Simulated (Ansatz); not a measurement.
**Formation energy of EuBi (zincblende structure)**

The computed numbers are results of PBEsol, scalar-relativistic (collinear spin) in the plane-wave PAW code Ansatz at 420 eV, 8×8×8 k-mesh, Gaussian smearing of 0.05 eV. The datasets are Ansatz's generated set soft_2.

This is a trial structure: such lanthanide and actinide compounds mostly take the rock-salt structure.

The structure is cubic, space group F-43m (No. 216). The conventional cell has a = 7.266 Å, b = 7.266 Å, c = 7.266 Å, α = 90.00°, β = 90.00°, γ = 90.00°. Eu (site symmetry -43m) has 4 Bi at 3.15 Å as nearest neighbours. Bi (site symmetry -43m) is surrounded by 4 Eu at 3.15 Å. (Neighbours are counted to 15 % beyond the shortest distance.)

The elements were computed in their standard states with the same datasets, cutoff and functional. The compound's run is ferromagnetic, with site spin moments Eu 6.57; Bi -0.32 μB. Total energies depend on the potentials used, so only differences within one code and one set of settings carry meaning.

Energy of the relaxed cell (2 atoms, smearing extrapolated to zero): -20906.688 eV. Elements, in eV/atom: Eu -8664.407, Bi -12242.001.

Question: What is the formation energy?

Answer: [-20906.688 − (1 × -8664.407 + 1 × -12242.001)] / 2 = -0.14 eV/atom, or -13 kJ per mole of atoms.

The value is for 0 K, without zero-point energy. A negative value shows stability against the elements alone, not against other compounds or structures.

Without a U the 4f levels of Eu lie too near the Fermi level, so their share of the states there, and what hangs on it, is overstated. Scalar-relativistic only: spin–orbit splittings of the heavy atoms' levels are missing. Site moments are of spin, integrated over atomic spheres. For an f⁶ shell, the formal count of Eu here, Hund's rules give L = S = 3 and J = 0, a non-magnetic ion. Spin-polarised DFT, with or without U, favours a large spin moment instead, a known failure, so moments and magnetic energies here aren't predictions. No antiparallel order was tried.
